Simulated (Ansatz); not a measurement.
Suppose Be2SO3 takes space group P6/mmm (No. 191), with Be on 2d; S on 1a; O on 3f.

The calculation used Ansatz 0.2.0, DFT PBE, scalar-relativistic, plane waves, PAW. Cutoff 420 eV, Γ-centred mesh, Gaussian smearing, no spin polarisation.

The zero of energy is the elements' standard structures at the same level (O₂ as a molecule); no fitted shifts are applied.

Question: Which cell and coordinates does it relax to?

Answer:

Space group P6/mmm (No. 191). a = 4.834 Å, b = 4.834 Å, c = 2.424 Å, α = 90.00°, β = 90.00°, γ = 120.00°
| atom | site | symmetry | x | y | z |
| --- | --- | --- | --- | --- | --- |
| Be | 2d | -6m2 | 0.3333 | 0.6667 | 0.5000 |
| S | 1a | 6/mmm | 0.0000 | 0.0000 | 0.0000 |
| O | 3f | mmm | 0.5000 | 0.0000 | 0.0000 |

Around Be lie 6 O at 1.85 Å; S has 6 O at 2.42 Å and 2 S at 2.42 Å; O has 4 Be at 1.85 Å, 2 S at 2.42 Å and 6 O at 2.42 Å. Another local minimum with the same sites may exist.

Question: Where does its energy lie, and is it a metal?

Answer: The energy over the elements is −0.92 eV/atom and the gap on the 12×12×16 mesh of the 6-atom cell is 0 eV (a metal).

The last run used Gaussian smearing of 0.10 eV. The cell is a metal run without spin; a magnetic state may lie lower. The reference form of S is held partly by dispersion forces, which this level lacks. A structure relaxed within its symmetry needn't be a true minimum. Another cell of Be2SO3 relaxed alike but with spin, in P6/mmm, lies 225 meV/atom lower, so this cell isn't the stable form at this level.
